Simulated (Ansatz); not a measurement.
Values for one crystal, relaxed and computed with DFT-r²SCAN in the program Ansatz with PAW potentials; other levels are named.

- Volume per atom: 10.66 Å³
- Electronic character: metallic (no gap)
- Formation energy from the elements (no fitted shifts): -530 meV/atom
- Density of states at the Fermi level: 0.49 states/eV per atom (mean over ±0.08 eV)

**Question.** Pick the material that matches.
A) SiNi2, Pnma (Ni on 4c, Ni on 4c, Si on 4c)
B) LaSi2Ni2, I4/mmm (La on 2a, Si on 4e, Ni on 4d)
C) LaCoSi3, I4mm (La on 2a, Co on 2a, Si on 2a, Si on 4b)
D) BaN2, C2/c (Ba on 4e, N on 8f)

**Answer.** A, SiNi2, Pnma (Ni on 4c, Ni on 4c, Si on 4c)

Symmetry was held in the r²SCAN relaxation. The workflow began spin-polarised and lost its moments. The references are the lowest solids computed at this level, not always the standard phases.

Potentials: the later of the program's two PAW sets.
